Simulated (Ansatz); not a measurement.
Polymorphs of TaAl, each relaxed with PBE in the plane-wave PAW code Ansatz:

A: CsCl type (Pm-3m)
a = b = c = 3.2255 Å, α = β = γ = 90.00°

```tsv
atom	site	symmetry	x	y	z
Ta	1a	m-3m	0.0000	0.0000	0.0000
Al	1b	m-3m	0.5000	0.5000	0.5000
```

B: L1₀ or tetragonal B2 (P4/mmm)
a = b = 2.835 Å, c = 4.185 Å, α = β = γ = 90.00°

```tsv
atom	site	symmetry	x	y	z
Ta	1a	4/mmm	0.0000	0.0000	0.0000
Al	1d	4/mmm	0.5000	0.5000	0.5000
```

### Question
Put the candidates in order of energy per atom at 0 K, lowest first, for PBE.

### Answer
B (+0 meV/atom), A (+312 meV/atom)

Typed or built starts, not in the databases checked: A; B. All cells were relaxed under the symmetry of their starts (and spin orders); stability against distortions was not tested throughout. Named crystals with no word on spin ran without spin polarisation. Spin–orbit coupling is left out wherever it is not named.

Energies hold the estimated change up to a 700 eV cutoff; steps of a few meV lie near the error of the meshes.

Potentials: the earlier of the program's two PAW sets.
